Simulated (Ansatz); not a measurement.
CoCl2:
```yaml
crystal:
  lattice:
    - [1.76736, 1.02039, 5.78391]
    - [-1.76736, 1.02039, 5.78391]
    - [0.00000, -2.04077, 5.78391]
  atoms:
    - { symbol: Co, position: [0.00000, 0.00000, 0.00000] }
    - { symbol: Cl, position: [0.74280, 0.74280, 0.74280] }
    - { symbol: Cl, position: [0.25720, 0.25720, 0.25720] }
```
The run is spin-polarised; directions of the spins, atom by atom: ↑ 0 0.

Relaxed with r²SCAN+D4. Independent-particle spectrum: no excitons, no local fields, no scissors shift; 0.1 eV broadening; ε₁ of the summed bands alone.

Problem. Tabulate the dielectric function from r²SCAN+D4 (plane waves, PAW; program Ansatz).

Solution. 

```csv
E (eV),ε₁ xx,ε₂ xx,ε₁ zz,ε₂ zz
0.0,4.29,0.00,3.70,0.00
0.4,4.31,0.00,3.71,0.00
0.8,4.39,0.00,3.73,0.00
1.2,4.58,0.00,3.78,0.00
1.6,5.36,0.62,3.87,0.01
2.0,4.20,0.94,4.00,0.03
2.4,4.05,0.15,4.19,0.02
2.8,4.47,0.58,4.29,0.44
3.2,4.60,0.62,4.10,0.78
3.6,4.91,0.37,4.08,0.70
4.0,6.07,0.94,4.07,0.24
4.4,5.50,2.73,5.03,0.49
4.8,3.21,2.98,4.87,1.56
5.2,3.95,2.21,4.70,2.06
5.6,4.24,2.27,3.06,3.27
6.0,2.97,1.86,2.88,1.28
6.4,3.62,0.70,3.63,0.88
6.8,5.04,1.04,4.13,1.34
7.2,5.61,2.48,4.29,1.69
7.6,5.09,3.37,4.38,1.41
8.0,4.86,4.24,5.15,1.89
8.4,2.89,3.52,5.33,2.73
8.8,3.88,3.13,4.73,4.48
9.2,3.99,4.40,4.01,4.32
9.6,2.88,4.77,2.96,4.19
10.0,3.14,4.80,3.13,4.47
10.4,2.46,5.19,2.72,4.30
10.8,1.49,5.35,2.46,5.00
11.2,0.83,5.32,2.47,5.86
11.6,-0.41,4.60,0.17,4.97
12.0,0.26,3.60,0.62,4.41
```

Problem. From ε at 2.5 eV (xx: 4.50 + 0.12i), find n, k, the normal reflectivity and the absorption coefficient.

Solution. n = 2.12, k = 0.028, R = 13 %, α = 2kE/ħc = 7100 cm⁻¹.

With all bands, ε∞ without local fields is 4.36 (xx = yy), 3.77 (zz).

Space group R-3m. The workflow started from a Materials Project entry (that database holds measured and hypothetical structures alike); the Crystallography Open Database files this formula in space group No. 166, but the cells were not matched. Its standing as an ambient phase is unchecked. The cell was relaxed with r²SCAN+D4 under the symmetry of its start; whether a distortion lowers the energy is not shown. Magnetic state: ferromagnetic, chosen from 4 collinear starts compared on coarse meshes (ties went to the first, and starts can fall back to one state), not a proven ground state. Other orbital occupations within this spin state were not tried. No Hubbard U is applied.

Potentials: the earlier of the program's two PAW sets. The files were generated under PBE; for other functionals the program regenerates the frozen cores, and for LDA and PBEsol the local potential too.
